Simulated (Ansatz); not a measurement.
Suppose Zr2SiC takes space group P4/mmm (No. 123), with Zr on 2g; Si on 1d; C on 1c.

Method: DFT PBE, scalar-relativistic, plane waves, PAW in Ansatz 0.2.0. Cutoff 420 eV, Γ-centred mesh, Gaussian smearing, no spin polarisation.

Formation energies are uncorrected and refer to the elements' standard structures at the same level.

Question: Which cell and coordinates does it relax to?

Answer:

Space group P4/mmm (No. 123). a = 2.938 Å, b = 2.938 Å, c = 6.994 Å, α = 90.00°, β = 90.00°, γ = 90.00°
```json
{"atom": "Zr", "site": "2g", "symmetry": "4mm", "x": "0.0000", "y": "0.0000", "z": "0.1978"}
{"atom": "Si", "site": "1d", "symmetry": "4/mmm", "x": "0.5000", "y": "0.5000", "z": "0.5000"}
{"atom": "C", "site": "1c", "symmetry": "4/mmm", "x": "0.5000", "y": "0.5000", "z": "0.0000"}
```

Zr has 4 C at 2.50 Å, 1 Zr at 2.77 Å, 4 Zr at 2.94 Å and 4 Si at 2.96 Å; Si is surrounded by 4 Si at 2.94 Å, 8 Zr at 2.96 Å and 2 C at 3.50 Å; C is surrounded by 8 Zr at 2.50 Å, 4 C at 2.94 Å and 2 Si at 3.50 Å. Another local minimum with the same sites may exist.

Question: Where does its energy lie, and is it a metal?

Answer: The energy over the elements is −0.13 eV/atom and the gap on the 16×16×8 mesh of the 4-atom cell is 0 eV (a metal). Whether it is stable depends on the other phases of the system, which aren't compared here.

The last run used Gaussian smearing of 0.10 eV. The reference form of C is held partly by dispersion forces, which this level lacks. A structure relaxed within its symmetry needn't be a true minimum.
